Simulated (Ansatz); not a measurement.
Values for one crystal, relaxed and computed with the program Ansatz at the PBEsol level (PAW); other levels are named.

- Volume per atom: 17.88 Å³
- Electronic character: metallic (no gap)
- Formation energy from the elements (no fitted shifts): -15 kJ/mol of atoms
- Zone-centre stability: no imaginary mode at Γ
- Debye temperature from the elastic constants: 307 K
- Pressure derivative B′: 3.9
- Mechanical stability: stable (all eigenvalues of C positive)

**Question.** Which of these materials gives this?
(A) HfW2, cubic Laves (MgCu2 type)
(B) MgCu2, cubic Laves (MgCu2 type)
(C) TiW, Cmmm (Ti on 2a, W on 2c)
(D) MgCd, Pmma (Cd on 2e, Mg on 2f)

**Answer.** A, HfW2, cubic Laves (MgCu2 type)

Space group Fd-3m (cubic Laves (MgCu2 type)). The first step of the workflow began from a Materials Project structure, measured or hypothetical; the Crystallography Open Database files this formula in space group No. 227, but the cells were not matched. Its standing as an ambient phase is unchecked. The PBEsol relaxation kept the symmetry of its start. No spin polarisation was allowed. As this level gives no gap, shear constants depend on the k-mesh and smearing (Fermi–Dirac, 0.1 eV here). The references are the lowest solids computed at this level, not always the standard phases. Spin–orbit coupling is left out wherever it is not named.

Potentials: the later of the program's two PAW sets.
